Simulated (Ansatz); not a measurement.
Here is the system:

Starting cell, LiF (rock salt):

```
LiF
1.0
    0.00000     4.06787     4.06787
    2.03393     0.00000     2.03393
    2.03393     2.03393     0.00000
F Li
2 2
Cartesian
  0.00000   0.00000   0.00000
  2.03393   4.06787   2.03393
  2.03393   2.03393   2.03393
  2.03393   4.06787   4.06787
```

The atoms are displaced by Q × the pattern below (from a DFPT mode at L = (0.5, 0.0, 0.0), largest move 1; Q in Å), at fixed cell. It is one choice among 2 degenerate patterns. (q is in reciprocal vectors of the primitive cell; the cell shown is doubled to hold the pattern.)

```json
[
 {"atom": "Li3", "x": "-0.285", "y": "0.520", "z": "-0.805"},
 {"atom": "Li4", "x": "0.285", "y": "-0.520", "z": "0.805"}
]
```

Atoms not listed stay in place.

The numbers are results of PBE (plane waves to 420 eV, PAW, scalar-relativistic; Ansatz, a program for electronic structure), not measurements. k mesh 7×14×14 (Γ-centred), Fermi-Dirac smearing 0.05 eV. The energy includes the smearing's −TS. LiF was relaxed with its symmetry unable to fall. ΔE is measured from the undisplaced structure.

The scan covers Q from -0.180 to 0.180 Å in 13 points.

**Question.** Which space group does the distorted structure have?

**Answer.** P-1 (No. 2), lowered from Fm-3m.

**Question.** What is the energy change at Q = 0.180 Å?

**Answer.** 57.0 meV/cell.

**Question.** What harmonic wavenumber does the curvature at Q = 0 give?

**Answer.** 259 cm⁻¹.

(A displaced cell: forces are minus the slopes of the energy, force constants its curvatures, and phonons follow from these.)
